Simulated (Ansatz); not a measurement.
Sr2BBrN2 in space group R-3m (No. 166; Sr on 6c, B on 3b, Br on 3a, N on 6c), the program Ansatz at the r²SCAN level (PAW). The conduction-band minimum lies at Γ, with 1 equivalent valley. Second derivatives d²E/dk² of the lowest band at one valley (eV·Å²), along Cartesian directions:

```
direction  d²E/dk²
---------  -------
[100]        20.59
[010]        20.59
[001]        17.30
[110]        20.59
[101]        18.95
[011]        18.95
```

Question: Find the principal effective masses, the density-of-states mass and the conductivity mass.

Answer: Off-diagonal terms follow from H_xy = H[110] − (H_xx + H_yy)/2, and m*/mₑ = 7.620 eV·Å² over each eigenvalue: 0.37, 0.37, 0.44. One valley's DOS mass (m₁m₂m₃)^(1/3) = 0.39, conductivity mass 3/(Σ 1/mᵢ) = 0.39 mₑ.

Question: What effective density of states Nc follows at 300 K for parabolic valleys?

Answer: Nc = 2.509e19 × 1 × (0.39)^(3/2) ≈ 6.1e18 cm⁻³.

The first step of the workflow began from a Materials Project structure, measured or hypothetical; the Crystallography Open Database copy checked does not list it. Its standing as an ambient phase is unchecked. Symmetry was held in the r²SCAN relaxation; whether a distortion lowers the energy is not shown. Scalar-relativistic: spin–orbit coupling is off unless named, which matters more the heavier the elements.

Potentials: the later of the program's two PAW sets.

Edges and masses are those of Kohn–Sham bands, whose gap is no quasiparticle gap.
